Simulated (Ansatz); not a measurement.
The elements of this relaxed trial crystal are hidden behind letters.

```
lattice vectors (Å)
  -2.7765    2.7765    2.7765
   2.7765   -2.7765    2.7765
   2.7765    2.7765   -2.7765
fractional positions
X 0.0000 0.0000 0.0000
Z 0.0000 0.5000 0.0000
Z 0.5000 0.5000 0.5000
Z 0.0000 0.0000 0.5000
Z 0.5000 0.0000 0.0000
```

All numbers below come from DFT PBE, scalar-relativistic, plane waves, PAW (Ansatz). The final run on the 5-atom cell used 420 eV, a Γ-centred 10×10×10 mesh, 0.10 eV smearing and no spin polarisation.

| Item | Value |
| --- | --- |
| Space group | Im-3m (No. 229) |
| Conventional cell | a = 5.553 Å |
| Volume per atom | 17.12 Å³ |
| Density | 3.94 g/cm³ |
| Energy over the elements | −0.25 eV/atom |
| Gap on the 10×10×10 mesh of the 5-atom cell | 0 eV (a metal) |

Energies are uncorrected and count from the elements' standard states at the same level.

Question: X is a lanthanide and Z is a p-block element of period 2. Which elements are they?

Answer: X = La, Z = O, so the formula is LaO4. Density times volume gives a mean mass of 3.94 × 17.12/1.6605 = 40.6 u per atom, and this set has 40.6 u. Around La lie 8 O at 2.40 Å; O is surrounded by 2 La at 2.40 Å and 6 O at 2.78 Å. Other sets within the hints have nearly the same mass, so mass alone doesn't settle it; this one was computed.

An odd number of electrons in the primitive cell allows no gap without spin; a larger cell or a magnetic state could open one. The cell is a metal run without spin; a magnetic state may lie lower. Symmetry constrained the relaxation, so the result can be a saddle point. Another cell of LaO4 relaxed alike, in P6/mmm, lies 1.00 eV/atom lower, so this cell isn't the stable form at this level.
